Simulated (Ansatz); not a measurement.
MgSe (rock salt, Fm-3m), a = b = c = 5.508 Å, α = β = γ = 90.00°; the cell used has 2 atoms.

Relaxed with PBE. PBE in the plane-wave PAW code Ansatz gives a gap of 1.77 eV.

### Question
What gap does HSE06 give on the same cell (Ansatz, PAW)?

### Answer
2.62 eV, 0.85 eV more. The hybrid was solved on a coarser mesh and at special points; its gap is the smallest among all of these.

| k | v1 PBE | c1 PBE | v1 HSE06 | c1 HSE06 |
|---|---|---|---|---|
| Γ | 0.00 | 2.40 | ___ | ___ |
| X | -1.71 | 1.77 | -1.87 | 2.62 |
| L | -0.55 | 3.80 | ___ | ___ |
| W | -2.46 | 4.43 | ___ | ___ |
| K | -1.37 | 3.02 | ___ | ___ |

### Question
Top valence (v1) and lowest conduction level (c1) in eV from each method's valence maximum (which need not be a listed point): supply the withheld HSE06 values.

### Answer

- L, v1 HSE06: -0.60
- L, c1 HSE06: 4.69
- W, v1 HSE06: -2.61
- W, c1 HSE06: 5.41
- Γ, v1 HSE06: 0.00
- Γ, c1 HSE06: 3.38
- K, v1 HSE06: -1.49
- K, c1 HSE06: 3.90

Cost on shared cores: the PBE run (SCF on a 9×9×9 mesh, then bands and DOS) about 11 core-seconds (a rough figure), the HSE06 run (SCF on 6×6×6, then a few points) around 100 core-seconds (rough); the tasks are unlike.

The PBE relaxation kept the symmetry of its start. Scalar-relativistic: spin–orbit coupling is off unless named, which matters more the heavier the elements.

Potentials: the later of the program's two PAW sets.
